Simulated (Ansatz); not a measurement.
Al2Pt:
```
Al2Pt
1.0
    0.00000     2.97302     2.97302
    2.97302     0.00000     2.97302
    2.97302     2.97302     0.00000
Pt Al
1 2
Direct
  0.00000   0.00000   0.00000
  0.25000   0.25000   0.25000
  0.75000   0.75000   0.75000
```

Relaxed with PBE. Special points in fractions of this cell's reciprocal vectors: Γ (0.000, 0.000, 0.000); X (0.500, 0.000, 0.500); U (0.625, 0.250, 0.625); K (0.375, 0.375, 0.750); L (0.500, 0.500, 0.500); W (0.500, 0.250, 0.750).

Problem. List the band energies nearest the Fermi level at these points for plane-wave PAW PBE (Ansatz code).

Solution. In eV from the Fermi level; about four levels below and three above (degenerate sets whole), none deeper than 8.9 eV; points with the same levels are listed once.

```tsv
k	below	above
Γ	-4.99 -4.99 -4.99 -3.66 -3.66	2.80 3.77 3.77 3.77
X	-3.39 -3.18 -1.60 -1.60	2.99 3.32 7.99
U	-3.60 -3.04 -2.01 -0.62	3.20 5.32 6.67
L	-4.67 -4.67 -3.68 -3.44 -3.44	0.99 0.99 3.71
W	-3.23 -2.78 -2.78 -0.90	5.08 5.08 6.11
```

Space group Fm-3m (fluorite or antifluorite type). The PBE relaxation kept the symmetry of its start; phonons on a q-mesh show no instability. No spin polarisation was allowed. Spin–orbit coupling is left out wherever it is not named.

Potentials: the later of the program's two PAW sets.
